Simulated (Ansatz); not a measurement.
A relaxation computed with Ansatz, from input to last step.

```yaml
crystal:
  lattice:
    - [-2.2856572251, 2.2856572251, 5.1056239314]
    - [2.2856572251, -2.2856572251, 5.1056239314]
    - [2.2856572251, 2.2856572251, -5.1056239314]
  atoms:
    - { symbol: Sb, position: [0.0, 0.0, 0.0] }
    - { symbol: Se, position: [0.5, 0.5, 0.0] }
    - { symbol: Se, position: [0.25, 0.75, 0.5] }
    - { symbol: Se, position: [0.75, 0.25, 0.5] }
basis:
  ecutwfc: 420
kpoints:
  mp_grid: { grid: [6, 6, 6] }
hamiltonian:
  xc: pbe
scf:
  occupations: { method: gaussian, width: 0.1 }
  lower_state_search: "off"
output:
  forces: true
  stress: true
  eigenvalues: true
relax:
  adjacent_minimum: "off"
  f_tol: 0.04
  max_steps: 70
  cell: { stress_tol: 0.4 }
```

```bash
ansatz run input.yaml --threads 1 --pin off --max-ram 2560MiB --backend cpu --events-out ev --progress --plain --runs-dir out
```

All numbers below come from DFT PBE, scalar-relativistic, plane waves, PAW in Ansatz 0.2.0.

Of 15 frames 10 are shown, positions in Å and forces in eV/Å; the SCF threshold varies from step to step. Steps run on the plane waves of an earlier cell, with a Pulay correction in the pressure. The basis is chosen afresh for the last frame, the zero of the energies, and at times for earlier ones too; energy and pressure step there, also at an unchanged geometry. Here that happened at step 12 (-12 meV/atom, 0.8 GPa); the frames before carry an error of that size. The mark taken_back stands on steps that the optimiser undid. The end is built of layers, and without a dispersion correction their distances are poorly fixed.

```xyz
4
Lattice="-2.2857 2.2857 5.1056 2.2857 -2.2857 5.1056 2.2857 2.2857 -5.1056" Properties=species:S:1:pos:R:3:forces:R:3 pbc="T T T" step=1 free_energy_over_end_meV_per_atom=303.88 pressure_GPa=-7.90
Sb    0.0000    0.0000    0.0000    0.0000    0.0000    0.0000
Se    0.0000    0.0000    5.1056    0.0000    0.0000    0.0000
Se    2.2857    0.0000    2.5528    0.0000    0.0000    0.0000
Se    0.0000    2.2857    2.5528    0.0000    0.0000    0.0000
4
Lattice="-2.0599 2.0599 5.0680 2.0599 -2.0599 5.0680 2.0599 2.0599 -5.0680" Properties=species:S:1:pos:R:3:forces:R:3 pbc="T T T" step=3 free_energy_over_end_meV_per_atom=142.01 pressure_GPa=3.51
Sb    0.0000    0.0000    0.0000    0.0000    0.0000    0.0000
Se    0.0000    0.0000    5.0680    0.0000    0.0000    0.0000
Se    2.0599    0.0000    2.5340    0.0000    0.0000    0.0000
Se    0.0000    2.0599    2.5340    0.0000    0.0000    0.0000
4
Lattice="-2.0038 2.0038 5.3168 2.0038 -2.0038 5.3168 2.0038 2.0038 -5.3168" Properties=species:S:1:pos:R:3:forces:R:3 pbc="T T T" step=4 free_energy_over_end_meV_per_atom=114.36 pressure_GPa=5.23
Sb    0.0000    0.0000    0.0000    0.0000    0.0000    0.0000
Se    0.0000    0.0000    5.3168    0.0000    0.0000    0.0000
Se    2.0038    0.0000    2.6584    0.0000    0.0000    0.0000
Se    0.0000    2.0038    2.6584    0.0000    0.0000    0.0000
4
Lattice="-1.9933 1.9933 5.8138 1.9933 -1.9933 5.8138 1.9933 1.9933 -5.8138" Properties=species:S:1:pos:R:3:forces:R:3 pbc="T T T" step=6 free_energy_over_end_meV_per_atom=49.33 pressure_GPa=1.31
Sb    0.0000    0.0000    0.0000    0.0000    0.0000    0.0000
Se    0.0000    0.0000    5.8138    0.0000    0.0000    0.0000
Se    1.9933    0.0000    2.9069    0.0000    0.0000    0.0000
Se    0.0000    1.9933    2.9069    0.0000    0.0000    0.0000
4
Lattice="-1.9886 1.9886 6.0404 1.9886 -1.9886 6.0404 1.9886 1.9886 -6.0404" Properties=species:S:1:pos:R:3:forces:R:3 pbc="T T T" step=7 free_energy_over_end_meV_per_atom=37.13 pressure_GPa=0.19
Sb    0.0000    0.0000    0.0000    0.0000    0.0000    0.0000
Se    0.0000    0.0000    6.0404    0.0000    0.0000    0.0000
Se    1.9886    0.0000    3.0202    0.0000    0.0000    0.0000
Se    0.0000    1.9886    3.0202    0.0000    0.0000    0.0000
4
Lattice="-1.9641 1.9641 6.5385 1.9641 -1.9641 6.5385 1.9641 1.9641 -6.5385" Properties=species:S:1:pos:R:3:forces:R:3 pbc="T T T" step=9 free_energy_over_end_meV_per_atom=24.84 pressure_GPa=-0.76 taken_back
Sb    0.0000    0.0000    0.0000    0.0000    0.0000    0.0000
Se    0.0000    0.0000    6.5385    0.0000    0.0000    0.0000
Se    1.9641    0.0000    3.2692    0.0000    0.0000    0.0000
Se    0.0000    1.9641    3.2692    0.0000    0.0000    0.0000
4
Lattice="-1.9684 1.9684 6.3825 1.9684 -1.9684 6.3825 1.9684 1.9684 -6.3825" Properties=species:S:1:pos:R:3:forces:R:3 pbc="T T T" step=10 free_energy_over_end_meV_per_atom=21.76 pressure_GPa=-0.23
Sb    0.0000    0.0000    0.0000    0.0000    0.0000    0.0000
Se    0.0000    0.0000    6.3825    0.0000    0.0000    0.0000
Se    1.9684    0.0000    3.1912    0.0000    0.0000    0.0000
Se    0.0000    1.9684    3.1912    0.0000    0.0000    0.0000
4
Lattice="-1.9626 1.9626 6.4093 1.9626 -1.9626 6.4093 1.9626 1.9626 -6.4093" Properties=species:S:1:pos:R:3:forces:R:3 pbc="T T T" step=12 free_energy_over_end_meV_per_atom=9.33 pressure_GPa=0.84
Sb    0.0000    0.0000    0.0000    0.0000    0.0000    0.0000
Se    0.0000    0.0000    6.4093    0.0000    0.0000    0.0000
Se    1.9626    0.0000    3.2047    0.0000    0.0000    0.0000
Se    0.0000    1.9626    3.2047    0.0000    0.0000    0.0000
4
Lattice="-1.9631 1.9631 6.5408 1.9631 -1.9631 6.5408 1.9631 1.9631 -6.5408" Properties=species:S:1:pos:R:3:forces:R:3 pbc="T T T" step=13 free_energy_over_end_meV_per_atom=4.19 pressure_GPa=0.44
Sb    0.0000    0.0000    0.0000    0.0000    0.0000    0.0000
Se    0.0000    0.0000    6.5408    0.0000    0.0000    0.0000
Se    1.9631    0.0000    3.2704    0.0000    0.0000    0.0000
Se    0.0000    1.9631    3.2704    0.0000    0.0000    0.0000
4
Lattice="-1.9604 1.9604 6.7790 1.9604 -1.9604 6.7790 1.9604 1.9604 -6.7790" Properties=species:S:1:pos:R:3:forces:R:3 pbc="T T T" step=15 free_energy_over_end_meV_per_atom=0.00 pressure_GPa=0.14
Sb    0.0000    0.0000    0.0000    0.0000    0.0000    0.0000
Se    0.0000    0.0000    6.7790    0.0000    0.0000    0.0000
Se    1.9604    0.0000    3.3895    0.0000    0.0000    0.0000
Se    0.0000    1.9604    3.3895    0.0000    0.0000    0.0000
```

The start puts this composition into another compound's structure type, which needn't suit it. At the end the space group is I4/mmm (tolerance 0.05 Å).

It took 3.3 min on 1 thread of Arm Neoverse N1, on a shared host, peak memory 0.48 GiB.

The k mesh is coarse. Spin polarisation was left out, and a magnetic state may lie lower.